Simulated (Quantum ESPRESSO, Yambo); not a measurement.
Mg2Ge (anti-fluorite, space group Fm-3m, No. 225): one geometry, one set of norm-conserving PBE (stringent potentials; Quantum ESPRESSO, 124 Ry, without SOC) orbitals, self-energies from Yambo (4×4×4 Γ-centred k mesh, bands 13 to 286 and a 15 Ry block in the screening, 286 bands in G with the Bruneval-Gonze terminator, plasmon pole fitted at 27.2 eV).

| level | gap Γ → X (eV) | direct gap at Γ (eV) |
|---|---|---|
| PBE (Quantum ESPRESSO) | 0.14 | 1.09 |
| exchange only (Hartree-Fock self-energy on PBE orbitals) | ? | ? |
| static COHSEX@PBE | 1.22 | 2.20 |
| G0W0@PBE, plasmon pole | ? | ? |

Complete the blanks.


- exchange only (Hartree-Fock self-energy on PBE orbitals), gap Γ → X (eV): 4.57
- exchange only (Hartree-Fock self-energy on PBE orbitals), direct gap at Γ (eV): 6.12
- G0W0@PBE, plasmon pole, gap Γ → X (eV): 0.59
- G0W0@PBE, plasmon pole, direct gap at Γ (eV): 1.73

Bare exchange has no screening and gives the widest gap; static COHSEX screens it but leaves out the frequency dependence, which G0W0 restores.

Nearest settings tried, and what they do to the gap: 152 bands in G: +3 meV; 152 bands in W, 152 bands in G: -45 meV; 9 Ry block (229 vectors against 459): -21 meV. Not varied: mesh. So the settings aren't converged at that level.

Geometry relaxed with PBEsol; primitive cell a = b = c = 4.4989 Å, α = β = γ = 60.00°.
